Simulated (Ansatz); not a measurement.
An Ansatz (an electronic-structure program) run. Input:

Ansatz 0.2 input:
```yaml
crystal:
  lattice:
    - [4.6395326854, 0.0, 0.0]
    - [0.0, 4.6395326854, 0.0]
    - [0.0, 0.0, 3.0634926242]
  atoms:
    - { symbol: Mg, position: [0.5, 0.5, 0.5] }
    - { symbol: Mg, position: [0.0, 0.0, 0.0] }
    - { symbol: F, position: [0.6965657971, 0.6965657971, 0.0] }
    - { symbol: F, position: [0.3034342029, 0.3034342029, 0.0] }
    - { symbol: F, position: [0.8034342029, 0.1965657971, 0.5] }
    - { symbol: F, position: [0.1965657971, 0.8034342029, 0.5] }
kpoints:
  mp_grid: { grid: [4, 4, 5] }
hamiltonian:
  xc: hse06
  pseudopotentials: { azcp: { folder: ./paw }, kind: paw }
scf:
  n_extra_bands: 6
  occupations: { method: fixed }
output:
  eigenvalues: true
  eigenstates:
    e_range: [-9.0, 18.3]
    kpoints:
      - [0.0, 0.0, 0.0]  # VBM
      - [0.0, 0.0, 0.0]  # CBM
      - [0.0, 0.0, 0.0]  # GAMMA
      - [0.0, 0.0, 0.5]  # Z
      - [0.5, 0.5, 0.0]  # M
      - [0.5, 0.5, 0.5]  # A
      - [0.0, 0.5, 0.5]  # R
      - [0.0, 0.5, 0.0]  # X
```

Output (shortened):

```
Pseudopotentials: kind: paw
Pseudopotential: Mg, paw, valence charge 10
Pseudopotential: F, paw, valence charge 7
Functional definition: HSE06
davidson cushion auto → on  (no smearing: the cushion is to keep the highest requested band from converging to the state above it …
Crystal: 6 atoms, lattice volume = 65.942 Å³
Basis set: ecut = 420 eV, 1259 PW (Γ)
Bands: 30, of which v1, the nominal top of the filled ones, is band 24 counted from 1 (23 counted from 0)
Symmetry: 16 space group operations
Space group: P42/mnm (ITA 136), of the structure as read, at distance tolerance 4.0e-5 Å
k-points: 18 of 80
PAW frozen core: Mg, regenerated for the run's functional, and the local potential with it
PAW frozen core: F, regenerated for the run's functional, and the local potential with it
Initial density: superposition of atomic densities (chi_scale 0.1, normalization cell, long waves kept (reshape's long-wave potential 0.01 eV rms))
Initial wavefunctions: pseudopotential atomic-orbital guess
Eigensolver: davidson
Functional: x = pbe(κ = 0.804, μ = 0.2195149727645171), c = pbe(β = 0.06672455060314922), warm-up for x = pbe(κ = 0.804, μ = 0.2195149727645171) + 0.25 (exact …
SCF iter   1: F=—  HF=-7092.711449 eV  |F-HF|=—  |Δ(HF+E_count)|=         —  Δρ=1.10e-1  dr2=5.29e0  ethr=1.00e-1  ⟨swp⟩=6.1  Hψ=1758  notcnv=0
preconditioner: auto → none
SCF iter   2: F=—  HF=-7091.118551 eV  |F-HF|=—  |Δ(HF+E_count)|=    1.59e0  Δρ=4.38e-2  dr2=8.81e-1  ethr=1.10e-2  ⟨swp⟩=3.6  Hψ=1466  notcnv=0  defer=3
SCF iter   3: F=—  HF=-7091.077025 eV  |F-HF|=—  |Δ(HF+E_count)|=   4.15e-2  Δρ=1.77e-2  dr2=1.16e-1  ethr=1.84e-3  ⟨swp⟩=3.2  Hψ=1509  notcnv=0  defer=2
iter 4 solved again at ethr=1.00e-5 eV; its pass at ethr=2.41e-4 eV (dr2=4.80e-3 eV) is discarded
SCF iter   4: F=—  HF=-7091.095304 eV  |F-HF|=—  |Δ(HF+E_count)|=   1.83e-2  Δρ=3.27e-3  dr2=5.03e-3  ethr=1.00e-5  ⟨swp⟩=3.2  Hψ=2708  notcnv=0  defer=1
SCF iter   5: F=-7091.099752 eV  HF=-7091.099639 eV  |F-HF|=1.13e-4  |Δ(HF+E_count)|=   4.34e-3  Δρ=4.23e-4  dr2=7.23e-5  ethr=1.00e-5  ⟨swp⟩=3.1  Hψ=1549  notcnv=0  defer=1
SCF 1 stopped early in 5 iterations: F = -7091.099752 eV  dr2 = 7.23e-5
Crystal: 6 atoms, lattice volume = 65.942 Å³
Initial density: handed on by an earlier stage of this run
Initial wavefunctions: those handed on with the density
Functional: x = pbe(κ = 0.804, μ = 0.2195149727645171) + 0.25 (exact − pbe) at short range (hse, ω = 0.20786987370883472 Å⁻¹), c = pbe(β = 0.06672455060314922); HSE06 as pw.x's `hse` composes it (authors' and Libxc's form: `xc: wpbeh`)
Exchange kernel: α = 0.2500, screened, ω = 0.2079 Å⁻¹, Wigner–Seitz truncation, v(0) = 1039.0562 eV·Å³, q-mesh 4×4×5, nearest image of the exchange supercell L …
Frozen-core exchange: fock
SCF iter   1: F=—  HF=-7091.284653 eV  |F-HF|=—  |Δ(HF+E_count)|=         —  Δρ=8.16e-3  dr2=3.94e-2  ethr=1.51e-6  ⟨swp⟩=6.4  Hψ=2586  notcnv=0
preconditioner: auto → none
SCF iter   2: F=—  HF=-7091.273041 eV  |F-HF|=—  |Δ(HF+E_count)|=   1.16e-2  Δρ=3.50e-3  dr2=4.39e-3  ethr=1.51e-6  ⟨swp⟩=4.0  Hψ=2031  notcnv=0
SCF iter   3: F=—  HF=-7091.281367 eV  |F-HF|=—  |Δ(HF+E_count)|=   8.33e-3  Δρ=6.14e-4  dr2=2.72e-4  ethr=1.51e-6  ⟨swp⟩=3.9  Hψ=1747  notcnv=0
SCF iter   4: F=-7091.281299 eV  HF=-7091.281299 eV  |F-HF|=5.94e-8  |Δ(HF+E_count)|=   6.85e-5  Δρ=4.01e-5  dr2=3.68e-6  ethr=4.42e-7  ⟨swp⟩=3.0  Hψ=1290  notcnv=0
SCF 2 stopped early in 4 iterations: F = -7091.281299 eV  dr2 = 3.68e-6
hybrid outer 1: dexx = +1.012e-2 eV, tail = 9.58e-5 eV
Crystal: 6 atoms, lattice volume = 65.942 Å³
Exchange kernel: α = 0.2500, screened, ω = 0.2079 Å⁻¹, Wigner–Seitz truncation, v(0) = 1039.0562 eV·Å³, q-mesh 4×4×5, nearest image of the exchange supercell L …
Frozen-core exchange: fock
SCF iter   1: F=—  HF=-7091.281624 eV  |F-HF|=—  |Δ(HF+E_count)|=         —  Δρ=6.58e-5  dr2=2.33e-6  ethr=9.97e-7  ⟨swp⟩=2.9  Hψ=1220  notcnv=0
preconditioner: auto → none
iter 2 solved again at ethr=1.33e-10 eV; its pass at ethr=3.96e-9 eV (dr2=6.39e-8 eV) is discarded
SCF iter   2: F=—  HF=-7091.281623 eV  |F-HF|=—  |Δ(HF+E_count)|=   4.54e-7  Δρ=1.66e-5  dr2=1.38e-7  ethr=1.33e-10  ⟨swp⟩=2.7  Hψ=2943  notcnv=0
SCF iter   3: F=-7091.281624 eV  HF=-7091.281624 eV  |F-HF|=1.09e-9  |Δ(HF+E_count)|=   6.61e-7  Δρ=4.38e-6  dr2=6.97e-9  ethr=1.33e-10  ⟨swp⟩=4.7  Hψ=1761  notcnv=0  defer=11
SCF 3 converged in 3 iterations: F = -7091.281624 eV  dr2 = 6.97e-9
hybrid outer 2: dexx = +8.647e-7 eV, tail = 4.75e-8 eV, Δε = 2.33e-3 eV (about 9.51e-5 eV left of the loop's levels)
the search or the solves at the SCF's close seem to have found levels that the self-consistency loop had missed (the run counts 1) …
NSCF: frozen V_eff on 8 k-points
hybrid SCF converged: 2 outer / 7 inner (+5 warm-up), last move |dexx| = 8.65e-7 eV, tail = 4.75e-8 eV
Stability not checked (fock_operator)
Free energy (F): -7091.281624 eV
Frozen-core exchange: fock
Harris-Foulkes:  -7091.281624 eV  (|F-HF|=1.09e-9)
Internal energy: -7091.281624 eV  (E = F + TS)
E sigma→0 (E₀):  -7091.281624 eV
Fermi energy:    0.516130 eV
--- Per-component energies (eV) ---
  E_band       = -961.902547
  E_kinetic    = 946.854406
  E_local      = -5537.141617  (includes V_loc(G=0)·N_el)
  E_nonlocal   = 731.307543
  E_hartree    = 1944.798348
  E_xc         = -292.813126
  E_vxc        = -372.602655  (∫ρ·V_xc dr)
  E_exx        = -210.892887  (= α·E_x^exact, valence–valence)
  E_paw        = -1285.411781  (= ΣΔE_a)
  E_vpaw       = -198.135332  (= ΣTr[D̂ρ^β])
  E_aug_tail   = 0.002565  (compensation charges beyond the density's cutoff)
  E_ewald      = -3387.794522
  E_core_change = -0.190553  (= ΣΔE_core)
  E_smearing   =  0.000000  (= −TS)
  E_closure    = 0.000000  (closes the sum)
  Σ components = -7091.281624   (vs F -7091.281624, Δ=-9.09e-13)
  [band-id]    e_kinetic+e_local+e_nonlocal+2·e_hartree+e_vxc+2·e_exx+e_vpaw+e_augmentation_tail = -961.904167   (vs E_band -961.902547, Δ=-1.62e-3)
--- Band table (eV; the first three rows and the last of 18) ---
  k-point 0: bands = ["-74.1573", "-74.1565", "-39.0895", "-39.0895", "-39.0639", "-39.0639", "-39.0600", "-39.0558", "-21.7386", "-20.9001", "-20.9001", "-20.8434", "-3.5878", "-2.0192", "-1.5738", "-1.5738", "-1.3865", "-1.3345", "-0.6806", "-0.6806", "-0.1630", "0.2289", "0.2289", "0.5161", "9.8884", "15.1471", "15.1471", "16.6226", "17.3543", "18.9643"]
  k-point 1: bands = ["-74.1565", "-74.1558", "-39.0851", "-39.0851", "-39.0749", "-39.0716", "-39.0637", "-39.0637", "-21.5947", "-20.8800", "-20.8800", "-20.8632", "-3.3392", "-1.7516", "-1.7144", "-1.4912", "-1.4599", "-1.4599", "-0.9797", "-0.9797", "-0.8067", "0.0890", "0.0890", "0.3167", "11.0089", "16.0183", "16.0183", "17.0090", "17.4307", "18.8884"]
  k-point 2: bands = ["-74.1551", "-74.1548", "-39.0985", "-39.0973", "-39.0772", "-39.0772", "-39.0642", "-39.0642", "-21.2693", "-20.9853", "-20.8472", "-20.8472", "-2.7674", "-2.1110", "-2.0416", "-1.6637", "-1.6238", "-1.6238", "-1.0635", "-0.9547", "-0.9547", "-0.2627", "-0.2552", "-0.2552", "13.4448", "15.9563", "17.6124", "17.6124", "17.8396", "19.0074"]
  k-point 17: bands = ["-74.1549", "-74.1549", "-39.0979", "-39.0979", "-39.0774", "-39.0774", "-39.0643", "-39.0643", "-21.0793", "-21.0793", "-20.8908", "-20.8908", "-3.1878", "-3.1878", "-2.4433", "-2.4433", "-0.9245", "-0.9245", "-0.8331", "-0.8331", "-0.1324", "-0.1324", "0.0232", "0.0232", "15.8314", "15.8314", "16.0754", "16.0754", "18.0155", "18.0155"]
  band table: 30 of 30 bands, residual norms ≤ 1.0e-3 eV
```

Cost: about 2.3 core-minutes (a rough figure) on shared cores.

The points marked VBM and CBM come from a semilocal run.

Space group P4_2/mnm (rutile). The PBEsol relaxation kept the symmetry of its start.

Potentials: the earlier of the program's two PAW sets. The files were generated under PBE; for other functionals the program regenerates the frozen cores, and for LDA and PBEsol the local potential too.

Ansatz is a plane-wave DFT program.
